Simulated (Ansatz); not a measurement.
An elastic tensor (GPa, Voigt order, standard axes) from plane-wave PAW LDA (Ansatz code):

|  | 1 | 2 | 3 | 4 | 5 | 6 |
|---|---|---|---|---|---|---|
| 1 | 81.3 | 20.2 | 20.2 | 0.0 | 0.0 | 0.0 |
| 2 | 20.2 | 81.3 | 20.2 | 0.0 | 0.0 | 0.0 |
| 3 | 20.2 | 20.2 | 81.3 | 0.0 | 0.0 | 0.0 |
| 4 | 0.0 | 0.0 | 0.0 | 41.6 | 0.0 | 0.0 |
| 5 | 0.0 | 0.0 | 0.0 | 0.0 | 41.6 | 0.0 |
| 6 | 0.0 | 0.0 | 0.0 | 0.0 | 0.0 | 41.6 |

### Question
Pick the material that matches.
A. VN, rock salt
B. LaAg, CsCl type
C. ScAg, CsCl type
D. KMgH3, cubic perovskite

### Answer
D, KMgH3, cubic perovskite

Space group Pm-3m (cubic perovskite). The first step of the workflow began from a Materials Project structure, measured or hypothetical; the Crystallography Open Database files this formula in space group No. 221, but the cells were not matched. Its standing as an ambient phase is unchecked. The LDA relaxation kept the symmetry of its start; phonons on a q-mesh show no instability.

Potentials: the later of the program's two PAW sets.
